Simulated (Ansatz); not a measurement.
Data:

NbC:
```
NbC
1.0
    0.00000     2.22485     2.22485
    2.22485     0.00000     2.22485
    2.22485     2.22485     0.00000
Nb C
1 1
Direct
  0.00000   0.00000   0.00000
  0.50000   0.50000   0.50000
```

This is the PBEsol-relaxed structure.

Problem. All from PBEsol (plane waves, PAW; program Ansatz), unless another level is named. Predict the electronic character.

Solution. metallic (no gap).

Problem. Give the density of states at the Fermi level.

Solution. 0.36 states/eV per atom (mean over ±0.08 eV).

Problem. What about the formation energy from the elements (no fitted shifts)?

Solution. -0.62 eV/atom.

Problem. And the gap with spin–orbit coupling?

Solution. none (metallic).

Space group Fm-3m (rock salt). The PBEsol relaxation kept the symmetry of its start; of distortions, only those at the zone centre were tested. No spin polarisation was allowed. The references are the lowest solids computed at this level, not always the standard phases. Spin–orbit coupling is left out wherever it is not named.

Potentials: the later of the program's two PAW sets.
